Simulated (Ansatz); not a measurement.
BaTiO$_{3}$:
```xyz
5
Lattice="3.9729 0.0000 0.0000 0.0000 3.9729 0.0000 0.0000 0.0000 4.1121" Properties=species:S:1:pos:R:3 pbc="T T T"
Ba     1.9865     1.9865     2.4055
Ti     0.0000     0.0000     0.4237
O      0.0000     1.9865     0.2588
O      1.9865     0.0000     0.2588
O      0.0000     0.0000     2.2455
```

Relaxed with r²SCAN.

Question: Give the Bader charges and basin volumes of the independent atoms, DFT-r²SCAN in the program Ansatz with PAW potentials.

Answer: 

```json
[
 {"atom": "Ba1", "Bader charge (e)": "+1.58", "Bader volume (Å³)": "20.5"},
 {"atom": "Ti2", "Bader charge (e)": "+2.29", "Bader volume (Å³)": "7.1"},
 {"atom": "O3", "Bader charge (e)": "-1.30", "Bader volume (Å³)": "12.5"},
 {"atom": "O5", "Bader charge (e)": "-1.26", "Bader volume (Å³)": "12.4"}
]
```

Space group P4mm. The r²SCAN relaxation kept the symmetry of its start. At this level the phase is dynamically unstable (imaginary phonons). No spin polarisation was allowed. Scalar-relativistic: spin–orbit coupling is off unless named, which matters more the heavier the elements.

Potentials: the earlier of the program's two PAW sets.
